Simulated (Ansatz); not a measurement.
CaSi, a database entry at a rescaled volume

```yaml
crystal:
  lattice:
    - [-3.90753, 0.00000, 0.00000]
    - [0.00000, -2.29355, 5.39409]
    - [0.00000, 2.29355, 5.39409]
  atoms:
    - { symbol: Si, position: [0.75000, 0.07000, 0.07000] }
    - { symbol: Si, position: [0.25000, 0.93000, 0.93000] }
    - { symbol: Ca, position: [0.75000, 0.36000, 0.36000] }
    - { symbol: Ca, position: [0.25000, 0.64000, 0.64000] }
```

Single point in Ansatz 0.2.0 with r2SCAN, no spin polarisation. Cutoff 500 eV, PAW datasets, 9×8×8 Γ-centred k mesh, fermi-dirac filling (width 0.1 eV).

**Charges.** Bader charges in e: Ca +1.34, Si -1.34. In the mean Ca gives up most and Si takes most.
**Electronic structure.** It is a metal, with about 1.3 states/eV a cell as the mean within 0.25 eV of the Fermi level.
**Formation energy.** -0.61 eV an atom against the elements' usual phases (free molecules for gases, crystals otherwise, with no correction for O₂ or N₂), so it is bound against them; other compounds may still compete. Relaxing would lower it.
**Forces.** The largest is on Si2 (and as large on other atoms): 0.24 eV/Å, components (0.00, 0.00, 0.24). It makes 52° with the line to a nearest neighbour, Si1 at 2.47 Å.
**Stress.** The pressure is -1.2 GPa (compression positive), so with the atoms held at these fractions the cell would first shrink.

Origin: a database entry at a rescaled volume.
